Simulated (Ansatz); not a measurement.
## Si2Mo: field gradients at two levels of theory

Cell: an entry of the Crystallography Open Database (COD), its atoms then relaxed with PBE in this cell.

```
Si Mo
1.0
    -1.60000    1.60000    3.93050
     1.60000   -1.60000    3.93050
     1.60000    1.60000   -3.93050
Si Mo
2 1
Direct
  0.33493 0.33493 0.00000
  0.66507 0.66507 0.00000
  0.00000 0.00000 0.00000
```

Sites (sets of like atoms) are named by element and the number of their first atom in this list.

First run. Method: Kohn–Sham DFT in Ansatz, PBE, plane waves and PAW, scalar-relativistic, 420 eV cutoff, Γ-centred 20×20×20 k-points, Fermi–Dirac smearing 0.05 eV.

| site | atom | V_zz (10²¹ V/m²) | η |
| --- | --- | --- | --- |
| Si | 1 | -1.08 | 0.00 |
| Mo | 3 | -5.84 | 0.00 |

Second run. The same atoms and settings, except that the functional is PBEsol.

Question: What does the second run give?

Answer: 

```tsv
site	atom	V_zz	η	change of V_zz
Si	1	-1.08	0.00	0.00
Mo	3	-5.93	0.00	-0.09
```

The largest change of V_zz is on Mo, from -5.84 to -5.93. In per cent, |V_zz| changes by +1 on Mo (all sites that start above 2).

The run finds no gap above 0.1 eV (a metal, or nearly one), so the gradients can move by 10 % or more with the k-mesh. Without spin–orbit coupling (the program notes it for Mo) the gradients can shift somewhat, as the gap is small.
